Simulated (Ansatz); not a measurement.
## Collinear states of IrO

All numbers below come from DFT r2SCAN, scalar-relativistic, plane waves, PAW (Ansatz).

```yaml
crystal:
  lattice:
    - [0.00000, 2.35040, 2.35040]
    - [2.35040, 0.00000, 2.35040]
    - [2.35040, 2.35040, 0.00000]
  atoms:
    - { symbol: Ir, position: [0.00000, 0.00000, 0.00000] }
    - { symbol: O, position: [0.25000, 0.25000, 0.25000] }
```

- plane-wave cutoff: 500 eV
- Γ-centred k-mesh: 16×16×16
- occupation rule: Gaussian smearing, 0.1 eV
- list of starting moments (μB, in atom order): 2.5 0
- check for lower electronic states after the SCF: off

All runs keep this geometry, which isn't relaxed for the lowest state (largest force there 0.000 eV/Å, pressure 5.4 GPa) and needn't be a stable compound; relaxing each order can shift differences of a few meV. Spin–orbit coupling is left out, which for heavy magnetic ions can matter as much as these differences. r2SCAN tends to overstate moments in metals, so a weak moment here may be absent in the real material. Site moments are spin moments in atom-centred spheres that scale with the neighbour distance. The states are those that the runs reached from these starts; a lower one can exist. No antiferromagnetic start is among these.

Starts tried: no spin; large parallel starting moments. Which state comes out lowest, and what are the moments?

Of the states reached here, with no antiferromagnetic start among them, the lowest is ferromagnetic, reached from the start “large parallel starting moments”, with site moments (μB) Ir +0.67, O +0.09.

```csv
start,ends,energy above lowest (meV/atom),site moments (μB),gap on mesh (eV),P (GPa)
no spin,non-magnetic,3.15,none over 0.05,metal,3.8
large parallel starting moments,ferromagnetic,0.00,"Ir +0.67, O +0.09",metal,5.4
```

Cost: 2 runs of about 0.4 core-minutes in all, on Intel Xeon 6975P-C (Granite Rapids) (shared hosts).